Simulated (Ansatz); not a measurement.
ReC:
```cif
data_CRe
_chemical_formula_sum 'Re1 C1'
_space_group_name_H-M_alt 'P-6m2'
_space_group_IT_number 187
_space_group_name_Hall 'P -6 2'
_cell_length_a 2.85564
_cell_length_b 2.85564
_cell_length_c 2.79472
_cell_angle_alpha 90.000
_cell_angle_beta 90.000
_cell_angle_gamma 120.000
loop_
_atom_site_label
_atom_site_type_symbol
_atom_site_symmetry_multiplicity
_atom_site_Wyckoff_symbol
_atom_site_fract_x
_atom_site_fract_y
_atom_site_fract_z
_atom_site_occupancy
Re1 Re 1 a 0.00000 0.00000 0.00000 1
C1 C 1 f 0.66667 0.33333 0.50000 1
```

Relaxed at zero pressure with PBEsol (plane waves, PAW; program Ansatz).

**Question.** The volume is raised by 6 % and shape and atoms relax at that volume. What pressure results, and how do the axes share the change?

**Answer.** -22.4 GPa; a 2.2 %, b 2.2 %, c 1.5 %; the energy rises by 44 meV/atom.

**Question.** Give the new structure.

**Answer.** 
Space group P-6m2 (No. 187); a = b = 2.918 Å, c = 2.838 Å, α = β = 90.00°, γ = 120.00°

```
atom  site  symmetry       x       y       z
----  ----  --------  ------  ------  ------
Re      1a      -6m2  0.0000  0.0000  0.0000
C       1f      -6m2  0.6667  0.3333  0.5000
```

The phase is kept; no other phase was compared at this pressure.

A made-up cell: these elements were put on the sites of a structure type; the Crystallography Open Database copy checked does not list it. Whether it is the stable phase at ambient conditions was not checked. The PBEsol relaxation kept the symmetry of its start; whether a distortion lowers the energy is not shown. No spin polarisation was allowed. Scalar-relativistic: spin–orbit coupling is off unless named, which matters more the heavier the elements.

Potentials: the earlier of the program's two PAW sets. The files were generated under PBE; for other functionals the program regenerates the frozen cores, and for LDA and PBEsol the local potential too.
